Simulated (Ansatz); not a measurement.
## Ag: zone-centre modes under pressure

Ag, P6_3/mmc, a = 2.826 Å, c = 4.640 Å. This isn't the element's structure at ambient conditions. Ansatz: LDA, PAW, 420 eV, Γ-centred 18×18×10 mesh on 2 atoms, Fermi-Dirac smearing 0.15 eV; no spin polarisation. Cell and atoms are relaxed at each pressure with the symmetry kept; optical modes at Γ by linear response, in cm⁻¹, matched by rank (the highest 2 distinct ones).

```
P (GPa) V (Å³/atom)    ω1     ω2
      0       16.045  73.5  186.8
      5       15.523  79.0  204.2
     11       15.014  84.8  222.1
     22       14.291     ?      ?
```

Task: Get each mode's Grüneisen parameter γ = −d ln ω/d ln V from the other rows and predict the missing frequencies.

Result: ln(V/V0) = 0.0000, -0.0331, -0.0664, -0.1158; a line through ln(ω/ω0) of the 3 known rows gives ω1: γ = 2.154 (intercept 0.0003), predicted 94.3, computed 93.7; ω2: γ = 2.607 (intercept 0.0009), predicted 252.9, computed 249.8. The worst miss is 1.2 %: γ isn't constant over this range. In a metal these frequencies hang on the mesh and smearing.

Cost: 4 runs of about 5.8 core-minutes in all, on AMD EPYC 7R43 (Zen 3) (shared hosts).